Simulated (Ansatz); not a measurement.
## Trial structures of Si₄Ru: starts and ends

All numbers below come from DFT PBE, scalar-relativistic, plane waves, PAW (Ansatz 0.2.0). Settings: cutoff 420 eV, Γ-centred meshes spaced at most about 0.3 Å⁻¹, and about 0.25 Å⁻¹ or finer for metals (2π included), Gaussian smearing. No spin polarisation in the final relaxations.

Each guess was relaxed in cell and atoms at zero pressure, within the symmetry of its start. All energies are static (0 K, no zero-point motion). Coordination counts Si atoms around Ru (those within 1.25 times the shortest such distance or 1.15 times the sum of covalent radii; a plus sign parts nearer from farther groups).

| guess | made from | start group | V start (Å³/atom) | end group | V end (Å³/atom) | coordination at the end | gap on mesh (eV) | E over the lowest end (meV/atom) |
| --- | --- | --- | --- | --- | --- | --- | --- | --- |
| 1 | OsCl4 type | Cmmm | 14.4 | Cmmm | 15.6 | Ru 6 | 0 | 22 |
| 2 | random cell | F-43m | 17.0 | F-43m | 15.9 | Ru 12 | 0 | 432 |
| 3 | random cell | P4/mmm | 17.7 | P4/mmm | 14.8 | Ru 8+2 | 0 | 0 |
| 4 | CrGa4 type | Im-3m | 15.1 | Im-3m | 16.7 | Ru 8 | 0 | 177 |
| 5 | Fe4N type | Pm-3m | 13.2 | Pm-3m | 19.3 | Ru 6 | 0 | 557 |
| 6 | SnI4 type | P-43m | 18.2 | ? | ? | ? | ? | ? |

Guess 6 as it starts:

```cif
data_structure
_symmetry_space_group_name_H-M 'P-43m'
_symmetry_Int_Tables_number 215
_cell_length_a 4.4979
_cell_length_b 4.4979
_cell_length_c 4.4979
_cell_angle_alpha 90.000
_cell_angle_beta 90.000
_cell_angle_gamma 90.000
_cell_volume 91.00
loop_
_atom_site_label
_atom_site_type_symbol
_atom_site_symmetry_multiplicity
_atom_site_Wyckoff_symbol
_atom_site_fract_x
_atom_site_fract_y
_atom_site_fract_z
_atom_site_occupancy
Si1 Si 4 e 0.24378 0.75622 0.75622 1
Ru1 Ru 1 a 0.00000 0.00000 0.00000 1
```

**Question.** Fill in the missing row: what does this guess relax into, and where does it rank?

**Answer.** It ends in space group P-43m (No. 215), with a = 4.401 Å, 17.0 Å³/atom and no gap. It lies 0.38 eV/atom over the lowest end, above guess 4 and below guess 2. Counting Si atoms around Ru, this end has Ru 4 and the lowest (guess 3) has Ru 8+2. This end holds Si–Si units of three or more atoms (shortest 2.49 Å); the lowest (guess 3) holds Si–Si nets (shortest 2.52 Å).

```
Si Ru
1.0
     4.40082    0.00000    0.00000
     0.00000    4.40082    0.00000
     0.00000    0.00000    4.40082
Si Ru
4 1
Direct
  0.30011 0.69989 0.69989
  0.69989 0.30011 0.69989
  0.69989 0.69989 0.30011
  0.30011 0.30011 0.30011
  0.00000 0.00000 0.00000
```

Formation energies are uncorrected and refer to the elements' standard structures at the same level.

**Question.** Is the lowest end bound against the elements?

**Answer.** No: its formation energy is +0.10 eV/atom. A positive value: parting into the elements would lower its energy.

With atoms moved at random, P4/mmm came back. Other cells relaxed within their symmetry can be saddle points. A lower structure may well exist outside this small set. Some candidate types were left out of the draw beforehand, so a known form may be missing.
